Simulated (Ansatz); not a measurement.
Consider a crystal of Mg₃Si₂N in space group P-6m2 (No. 187), with Mg on 2i and 1d; Si on 2g; N on 1b.

Theory: DFT PBE, scalar-relativistic, plane waves, PAW (Ansatz). Cutoff 420 eV, Γ-centred mesh, Gaussian smearing, no spin polarisation.

The zero of energy is the elements' standard structures at the same level (N₂ as a molecule); no fitted shifts are applied.

Question: Give the relaxed lattice parameters and positions.

Answer:

Space group P-6m2 (No. 187). a = 3.702 Å, b = 3.702 Å, c = 9.881 Å, α = 90.00°, β = 90.00°, γ = 120.00°
| atom | site | symmetry | x | y | z |
| --- | --- | --- | --- | --- | --- |
| Mg | 2i | 3m. | 0.6667 | 0.3333 | 0.1478 |
| Mg | 1d | -6m2 | 0.3333 | 0.6667 | 0.5000 |
| Si | 2g | 3m. | 0.0000 | 0.0000 | 0.3149 |
| N | 1b | -6m2 | 0.0000 | 0.0000 | 0.5000 |

Mg on a site of symmetry 3m is surrounded by 3 Si at 2.70 Å and 1 Mg at 2.92 Å; Mg on a site of symmetry -6m2 has 3 N at 2.14 Å; Si is surrounded by 1 N at 1.83 Å and 6 Mg at 2.70–2.81 Å; N is surrounded by 2 Si at 1.83 Å and 3 Mg at 2.14 Å. Another local minimum with the same sites may exist.

Question: And its energy and gap?

Answer: The formation energy is +0.14 eV/atom. The gap on the 12×12×4 mesh of the 6-atom cell is 0 eV (a metal). It can't be a ground state, since the elements alone are lower.

The last run used Gaussian smearing of 0.10 eV. Symmetry constrained the relaxation, so the result can be a saddle point. Another cell of Mg3Si2N relaxed alike, in P4/mmm, lies 54 meV/atom lower, so this cell isn't the stable form at this level.
